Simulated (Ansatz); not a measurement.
**Rh, dhcp: geometry optimisation**

These are results of DFT, r2SCAN, plane waves (500 eV) with PAW, scalar-relativistic in Ansatz, not measurements. (PAW data from PBE, frozen cores regenerated.)

k-point mesh 13×13×4, Fermi-Dirac smearing 0.05 eV, starting moments 1.00 ×4 μB. Cell and atoms relax.

Starting structure:

```yaml
crystal:
  lattice:
    - [2.6891940459, 0.0, 0.0]
    - [-1.3445970229, 2.3289103594, 0.0]
    - [0.0, 0.0, 8.7829077538]
  atoms:
    - { symbol: Rh, position: [0.0, 0.0, 0.0], spin: 1.0 }
    - { symbol: Rh, position: [0.0, 0.0, 0.5], spin: 1.0 }
    - { symbol: Rh, position: [0.3333333333, 0.6666666667, 0.25], spin: 1.0 }
    - { symbol: Rh, position: [0.6666666667, 0.3333333333, 0.75], spin: 1.0 }
hamiltonian:
  xc: r2scan
  pseudopotentials:
    kind: paw
    azcp:
      Rh: "pseudopotentials/Rh.paw.azcp"
basis:
  ecutwfc: 500
  fft_grid_basis: typed
kpoints:
  mp_grid: { grid: [13, 13, 4], shift: [0, 0, 0] }
magnetization:
  spin_polarized: true
scf:
  occupations: { method: fermi_dirac, width: 0.05 }
relax:
  max_steps: 60
  f_tol: 0.01
  cell: {}
```

Question: What cell does the relaxation end in?

Answer: P6_3/mmc with a = 2.689 Å, c = 8.781 Å (c/a = 3.266); 13.74 Å³ per atom against 13.75 at the start (-0.1 %).

Question: How much energy does the relaxation gain?

Answer: 0.0 meV per atom.

Question: Which magnetic state does it end in?

Answer: non-magnetic.
